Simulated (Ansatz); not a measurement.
Input and command of a calculation in Ansatz (plane waves; scalar-relativistic PAW potentials unless the input names others):

```yaml
crystal:
  lattice:
    - [0.0, -6.6300343037, 0.0]
    - [0.0, 0.0, -3.3123213854]
    - [16.2600686075, 0.0, 0.0]
  atoms:
    - { symbol: Si, position: [0.3657670118, 1.0, 0.5644202628] }
    - { symbol: Si, position: [0.3657670118, 1.0, 0.156670796] }
    - { symbol: Si, position: [0.6342329882, 0.0, 0.0472039373] }
    - { symbol: Si, position: [0.6342329882, 0.0, 0.4549534041] }
    - { symbol: Si, position: [0.1342329882, 0.0, 0.7682949961] }
    - { symbol: Si, position: [0.1342329882, 0.0, 0.3605455294] }
    - { symbol: Si, position: [0.8657670118, 0.0, 0.6588281374] }
    - { symbol: Si, position: [0.8657670118, 0.0, 0.2510786707] }
    - { symbol: W, position: [0.5, 1.0, 0.7135615668] }
    - { symbol: W, position: [0.5, 1.0, 0.3058121] }
    - { symbol: W, position: [0.0, 0.0, 0.1019373667] }
    - { symbol: W, position: [0.0, 0.0, 0.5096868334] }
    - { symbol: W, position: [0.8404880297, 0.5, 0.7786024876] }
    - { symbol: W, position: [0.8404880297, 0.5, 0.3708530208] }
    - { symbol: W, position: [0.1595119703, 0.5, 0.648520646] }
    - { symbol: W, position: [0.1595119703, 0.5, 0.2407711793] }
    - { symbol: W, position: [0.6595119703, 0.5, 0.5747277542] }
    - { symbol: W, position: [0.6595119703, 0.5, 0.1669782875] }
    - { symbol: W, position: [0.3404880297, 0.5, 0.0368964459] }
    - { symbol: W, position: [0.3404880297, 0.5, 0.4446459126] }
basis:
  ecutwfc: 420
kpoints:
  mp_grid: { grid: [6, 12, 3] }
hamiltonian:
  xc: pbe
  dispersion: d4
scf:
  occupations: { method: gaussian, width: 0.15 }
output:
  forces: true
  eigenvalues: true
  stress: true
```

```bash
ansatz run input.yaml --threads 2 --pin off --max-ram 5120MiB --backend cpu --events-out ev --progress --plain --runs-dir out
```

Abridged log:
```
Basis set: ecut = 420 eV, 7031 PW (Γ), exchange–correlation on 90×48×240 points (8 copies of the dense FFT grid, shifted against one another)
Bands: 120, of which v1, the nominal top of the filled ones, is band 100 counted from 1 (99 counted from 0)
Symmetry: 4 space group operations
k-points: 56 of 216 (time reversal used)
SCF iter   1: F=—  HF=-129707.976848 eV  |F-HF|=—  |Δ(HF+E_count)|=         —  Δρ=8.22e-3  dr2=1.31e0  ethr=1.77e-3  ⟨swp⟩=7.5  Hψ=28707  notcnv=0
SCF iter   2: F=—  HF=-129707.928469 eV  |F-HF|=—  |Δ(HF+E_count)|=   4.84e-2  Δρ=2.46e-3  dr2=3.87e-2  ethr=6.53e-4  ⟨swp⟩=1.1  Hψ=7754  notcnv=0  defer=1
SCF iter   3: F=—  HF=-129707.923455 eV  |F-HF|=—  |Δ(HF+E_count)|=   5.01e-3  Δρ=5.21e-4  dr2=2.60e-3  ethr=1.93e-5  ⟨swp⟩=2.6  Hψ=12161  notcnv=0  defer=1
SCF iter   4: F=—  HF=-129707.923191 eV  |F-HF|=—  |Δ(HF+E_count)|=   2.64e-4  Δρ=1.35e-4  dr2=1.85e-4  ethr=1.30e-6  ⟨swp⟩=2.0  Hψ=9643  notcnv=0  defer=1
SCF iter   5: F=—  HF=-129707.923199 eV  |F-HF|=—  |Δ(HF+E_count)|=   7.88e-6  Δρ=4.27e-5  dr2=1.06e-5  ethr=9.25e-8  ⟨swp⟩=2.4  Hψ=10564  notcnv=0  defer=1
SCF iter   6: F=—  HF=-129707.923178 eV  |F-HF|=—  |Δ(HF+E_count)|=   2.12e-5  Δρ=1.38e-5  dr2=1.29e-6  ethr=5.28e-9  ⟨swp⟩=3.1  Hψ=13350  notcnv=0  defer=1
SCF iter   7: F=—  HF=-129707.923179 eV  |F-HF|=—  |Δ(HF+E_count)|=   7.32e-7  Δρ=5.55e-6  dr2=2.38e-7  ethr=6.47e-10  ⟨swp⟩=2.7  Hψ=11572  notcnv=0  defer=1
SCF iter   8: F=-129707.923179 eV  HF=-129707.923179 eV  |F-HF|=2.02e-9  |Δ(HF+E_count)|=   2.11e-8  Δρ=1.75e-6  dr2=1.86e-8  ethr=5.00e-11  ⟨swp⟩=13.5  Hψ=30555  notcnv=0
SCF 1 converged in 8 iterations: F = -129707.923179 eV  dr2 = 1.86e-8
SCF converged after 8 iterations
Free energy (F): -129707.923179 eV
Harris-Foulkes:  -129707.923179 eV  (|F-HF|=2.02e-9)
Internal energy: -129707.762800 eV  (E = F + TS)
E sigma→0 (E₀):  -129707.842990 eV
Entropy (-TS):   -0.160378 eV (-8.019 meV/atom)
Fermi energy:    14.866786 eV
  E_disp       = -10.842963  (pairwise vdW)
--- Forces (eV/Å), atoms counted from 1 ---
  atom   1  Si     0.05622012     0.02312414     0.00000000
  atom   2  Si    -0.89969386    -0.02122249     0.00000000
  atom   3  Si    -1.27834103    -0.59888015     0.00000000
  atom   4  Si     0.01418279    -0.08118518     0.00000000
  atom   5  Si     1.27834103    -0.59888015     0.00000000
  atom   6  Si    -0.01418279    -0.08118518     0.00000000
  atom   7  Si     0.89969386    -0.02122249     0.00000000
  atom   8  Si    -0.05622012     0.02312414     0.00000000
  atom   9  W      0.14428556    -0.39082911     0.00000000
  atom  10  W     -0.11734460     0.06214337     0.00000000
  atom  11  W     -0.14428556    -0.39082911     0.00000000
  atom  12  W      0.11734460     0.06214337     0.00000000
  atom  13  W     -2.26420614     1.00895807     0.00000000
  atom  14  W      0.10323657     0.04248494     0.00000000
  atom  15  W     -0.61448599    -0.34772034     0.00000000
  atom  16  W     -0.19812903     0.30311691     0.00000000
  atom  17  W      0.19812903     0.30311691     0.00000000
  atom  18  W      0.61448599    -0.34772034     0.00000000
  atom  19  W      2.26420614     1.00895807     0.00000000
  atom  20  W     -0.10323657     0.04248494     0.00000000
--- Stress (GPa, compression-positive) ---
       -7.265097       0.000000       0.000000
        0.000000     -10.715328       0.000000
        0.000000       0.000000     -10.619195
  P = ⅓ Tr σ = -9.5332 GPa (-95.332 kbar)
```

Apart from outputs and empty bands, the input differs from a reference run on usual settings in hamiltonian.dispersion: not typed → "d4". The reference, at the same geometry (not necessarily relaxed), gave pressure -5.04 GPa, largest force 2.408 eV/Å, no gap on the mesh. This run converged in 8 SCF iterations (reference: 8) with an energy at zero smearing 542 meV/atom below the reference's (the Hamiltonian itself differs), pressure -9.53 GPa, largest force 2.479 eV/Å, no gap on the mesh.

Time: 2.1 min on 2 threads of Intel(R) Xeon(R) Processor @ 2.70GHz (shared host), peak memory 1.8 GiB.